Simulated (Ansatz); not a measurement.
A trial cell of C was relaxed with r2SCAN (plane waves to 500 eV, PAW, scalar-relativistic; Ansatz, a quantum-chemistry and plane-wave program).

Before: Fddd, origin choice 1 (No. 70), oF8; a = 2.150 Å, b = 3.926 Å, c = 6.917 Å, α = β = γ = 90.00°.

After relaxation:

Simulated powder pattern, Cu Kα, λ = 1.54184 Å (kinematic, ideal powder, no thermal factors, no anomalous dispersion; the 24 strongest lines at most, above 1 %, up to 2θ = 90°):

```
2θ (°)  I/Imax (%)
------  ----------
44.05          100
75.53           39
```

Q: Identify the relaxed structure from its pattern: crystal system, space group and cell.

A: Cubic, Fd-3m, origin choice 1 (No. 227), cF8, diamond type; a = 3.560 Å, b = 3.560 Å, c = 3.560 Å, α = 90.00°, β = 90.00°, γ = 90.00°. Sites: C 8a (0.000, 0.000, 0.000).

Q: Index the strongest lines.

A: 44.05° (111), 75.53° (220).

No spin polarisation in the result.

The run could not lose the symmetry of its start; a randomly shaken copy of 4 atoms returns to this structure.

All atoms sit on sites fixed by symmetry, so only the cell could relax.
